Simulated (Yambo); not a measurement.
Yambo run on MoS₂ (space group P6_3/mmc, No. 194). The wavefunctions are norm-conserving PBEsol (Quantum ESPRESSO, 80 Ry, without SOC) ones on a 6×6×1 mesh (26 occupied bands); a = b = 3.150 Å, c = 12.091 Å, α = β = 90.00°, γ = 120.00°.

Yambo input:

```
rim_cut
gw0
dyson
el_el_corr
HF_and_locXC
ppa
em1d
RandQpts= 1000000
RandGvec= 1 Ry
EXXRLvcs= 80 Ry
VXCRLvcs= 320 Ry
Chimod= "HARTREE"
% BndsRnXp
 3 | 221 |
%
NGsBlkXp= 8 Ry
% LongDrXp
 1.0 | 1.0 | 1.0 |
%
PPAPntXp= 40 eV
% GbndRnge
 1 | 221 |
%
GTermKind= "BG"
DysSolver= "n"
ExtendOut
% QPkrange
 1 | 1 | 26 | 26 |
 5 | 5 | 27 | 27 |
 7 | 7 | 26 | 27 |
%
```

k points by index: 1 = Γ, 5 = (0.167, 0.167, 0), 7 = K.

Resulting energies as the program prints them:

```
#    K-point    Band    Eo [eV]    E [eV]    E-Eo [eV]    Vxc [eV]    Vnlxc [eV]    Sc|Eo [eV]    Sc|E [eV]    dSc/dw|Eo [eV]    Re(Z)    Im(Z)
#
    1    26    0.000000    -0.180272    -0.180272    -16.30773    -16.91095    0.374453    0.422953    -7.319580    0.788027    -0.001189
    5    27    0.742833    0.941825    0.198992    -15.09676    -11.12799    -3.718839    -3.769785    -6.964133    0.796223    -0.001149
    7    26    -0.654468    -0.756096    -0.101628    -16.47472    -16.96974    0.366417    0.393397    -7.221503    0.790271    -0.001170
    7    27    1.044163    1.415505    0.371341    -17.57124    -13.38252    -3.717897    -3.817373    -7.288102    0.788746    -0.001161
```
(The two width columns are left out.) Convergence of these settings isn't established.

Geometry relaxed with PBE+D3(BJ).
